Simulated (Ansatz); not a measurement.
Given:

CdF₂:
Space group Fm-3m (No. 225); a = b = c = 5.388 Å, α = β = γ = 90.00°

| atom | site | symmetry | x | y | z |
|---|---|---|---|---|---|
| Cd | 4a | m-3m | 0.0000 | 0.0000 | 0.0000 |
| F | 8c | -43m | 0.2500 | 0.2500 | 0.2500 |
(The calculation used a cell of 3 atoms; values per cell refer to that cell.)

This is the r²SCAN-relaxed structure.

All from r²SCAN (plane waves, PAW; program Ansatz), unless another level is named. Predict the vibrational entropy at 300 K.

27.6 J/(K·mol of atoms).

Predict the bulk modulus (Birch–Murnaghan fit).

113 GPa.

Give the elastic constants (relaxed ions, GPa).

C11 = 191, C12 = 74.1, C44 = 23.9.

The cell was relaxed with r²SCAN under the symmetry of its start; phonons on a q-mesh show no instability.

Potentials: the later of the program's two PAW sets.
